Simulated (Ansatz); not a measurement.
**LuSc3B2 single point**

input.yaml (Ansatz 0.2.0)

```yaml
crystal:
  lattice:
    - [5.845691, 0.0, 0.0]
    - [-2.922846, 5.062519, 0.0]
    - [0.0, 0.0, 3.283446]
  atoms:
    - { symbol: B, position: [0.3333, 0.6667, 0.0] }
    - { symbol: B, position: [0.6666, 0.3333, 0.0] }
    - { symbol: Sc, position: [0.5, 0.0, 0.5] }
    - { symbol: Sc, position: [0.5, 0.5, 0.5] }
    - { symbol: Sc, position: [0.0, 0.5, 0.5] }
    - { symbol: Lu, position: [0.0, 0.0, 0.0] }
  symmetry: { tolerance: 0.0003 }
kpoints:
  mp_grid: { grid: [7, 7, 10], shift: [0, 0, 0] }
  band_path:
    path:
      - [0.0, 0.0, 0.0]
      - [0.49999992, 1.0e-07, 0.0]
      - [0.33333328, 0.33333349, 0.0]
      - [0.0, 0.0, 0.0]
      - [0.0, 0.0, 0.5]
      - [0.49999992, 1.0e-07, 0.5]
      - [0.33333328, 0.33333349, 0.5]
      - [0.0, 0.0, 0.5]
    npoints: 7
magnetization:
  spin_polarized: false
scf:
  occupations: { method: fermi_dirac }
  lower_state_search: "off"
  max_iter: 200
hamiltonian:
  pseudopotentials: { kind: paw }
  xc: pbe
basis:
  ecutwfc: 420
  fft_grid_basis: typed
output:
  forces: true
  stress: true
  eigenvalues: true
  bader: true
  populations: true
  elf: true
  write_potential: true
  volumetric_format: npy
  dos:
    e_range: [-12, 8]
    de: 0.05
    projected: { site_lists: { B: [B], Lu: [Lu], Sc: [Sc] } }
checkpoint:
  read: saved_state
```

The saved state is an earlier solution for the same cell, perhaps on another mesh. 

Parts of the output:

```
Warning: the atoms were moved onto the symmetric positions of the space group found under crystal.symmetry.tolerance 3.0e-4 (fractional; no operation is sought that the atoms, as they stand in a round, miss by more than twice it, and no atom is moved by as much as it), and the run uses the moved positions.
Lu: projections on atomic orbitals take those of the free atom [Kr 4d10] 4f14 5s2 5p6 5d1 6s2, of charge +0.00 (hamiltonian.pseudopotentials.projection_atoms); the dataset's partial waves leave at most 5.1e-5 of an orbital's norm unspanned inside its sphere
Pseudopotentials: kind: paw
Pseudopotential: B, paw, valence charge 3, recommended cutoff 420 eV (normal), B.paw.azcp
Pseudopotential: Sc, paw, valence charge 11, recommended cutoff 420 eV (normal), Sc.paw.azcp
Pseudopotential: Lu, paw, valence charge 25, recommended cutoff 420 eV (normal), Lu.paw.azcp
Functional definition: PBE
  exchange = pbe_x(kappa = kappa, mu = beta*pi^2/3)
  correlation = pbe_c(beta = beta)
Crystal: 6 atoms, lattice volume = 97.170 Å³
Basis set: ecut = 420 eV, 1907 PW (Γ), exchange–correlation on 80×80×48 points (8 copies of the dense FFT grid, shifted against one another)
Bands: 39, of which v1, the nominal top of the filled ones, is band 32 counted from 1 (31 counted from 0)
Symmetry: 24 space group operations
Space group: P6/mmm (ITA 191), of the structure as read, at distance tolerance 1.4e-3 Å
k-points: 48 of 490
Initial density: read from a saved state, or passed on in memory by an earlier SCF of this step, an earlier step, the calling program or the single point that the run made first
Functional: x = pbe(κ = 0.804, μ = 0.2195), c = pbe(β = 0.0667)
SCF iter   1: F=—  Δρ=1.08e-3  dr2=1.46e-3
SCF iter   2: F=—  Δρ=5.23e-4  dr2=1.85e-4
SCF iter   3: F=—  Δρ=3.12e-4  dr2=7.22e-5
SCF iter   4: F=—  Δρ=1.41e-4  dr2=1.79e-5
SCF iter   5: F=—  Δρ=2.95e-5  dr2=8.27e-7
SCF iter   6: F=—  Δρ=8.88e-6  dr2=9.71e-8
SCF iter   7: F=-21451.6759 eV  Δρ=5.35e-6  dr2=2.54e-8
Free energy (F): -21451.6759 eV
Harris-Foulkes:  -21451.6759 eV  (|F-HF|=1.64e-8)
Internal energy: -21451.5082 eV  (E = F + TS)
E sigma→0 (E₀):  -21451.5921 eV
Entropy (-TS):   -0.1677 eV (-27.951 meV/atom)
Fermi energy:    12.4371 eV
--- Per-component energies (eV) ---
  E_band       = -355.0284
  E_kinetic    = 1310.1978
  E_local      = -9404.2469  (includes V_loc(G=0)·N_el)
  E_nonlocal   = 850.9042
  E_hartree    = 3809.6130
  E_xc         = -600.3565
  E_vxc        = -728.7461  (∫ρ·V_xc dr)
  E_paw        = -10398.9062  (= ΣΔE_a)
  E_vpaw       = -2.3641  (= ΣTr[D̂ρ^β])
  E_aug_tail   = 0.0000  (compensation charges beyond the density's cutoff)
  E_ewald      = -7018.7137
  E_smearing   = -0.1677  (= −TS)
--- Stress (GPa, compression-positive) ---
       14.8568       0.0000       0.0000
        0.0000      14.8568       0.0000
        0.0000       0.0000      15.2471
  P = ⅓ Tr σ = 14.9869 GPa (149.869 kbar)
--- Löwdin populations: 6 sites ---
  site symbol       q [e]
     0      B      3.9427
     1      B      3.9427
     2     Sc     10.3801
     3     Sc     10.3801
     4     Sc     10.3801
     5     Lu     24.7779
  spilling = 0.0031 (of n_electrons = 64.0000)
--- Bader charges: 6 sites ---
  site symbol  charge [e]  shift [e]
     0      B     -2.0896     0.0004
     1      B     -2.0897     0.0004
     2     Sc      1.2602     0.0003
     3     Sc      1.2602     0.0003
     4     Sc      1.2602     0.0003
     5     Lu      0.3987     0.0000
```

Total energies depend on the potentials used, so only differences within one code and one set of settings carry meaning.

Origin: a known structure type with other elements, at an estimated volume, so it need not be a known compound. Caveats: many states at the Fermi level without spin polarisation, so a magnetic state may lie lower.
